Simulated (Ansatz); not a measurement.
Here is the system:

ZrC (rock salt, Fm-3m), a = b = c = 4.6414 Å, α = β = γ = 90.00°; the cell used has 2 atoms.

This is the LDA-relaxed structure.

**Question.** All from LDA (plane waves, PAW; program Ansatz), unless another level is named. Predict the electronic character.

**Answer.** metallic (no gap).

**Question.** What about the density of states at the Fermi level?

**Answer.** 0.13 states/eV per atom (mean over ±0.08 eV).

**Question.** Next, the formation energy from the elements (no fitted shifts)?

**Answer.** -0.92 eV/atom.

The cell was relaxed with LDA under the symmetry of its start; of distortions, only those at the zone centre were tested. No spin polarisation was allowed. The references are the lowest solids computed at this level, not always the standard phases. Spin–orbit coupling is left out wherever it is not named.

Potentials: the later of the program's two PAW sets.
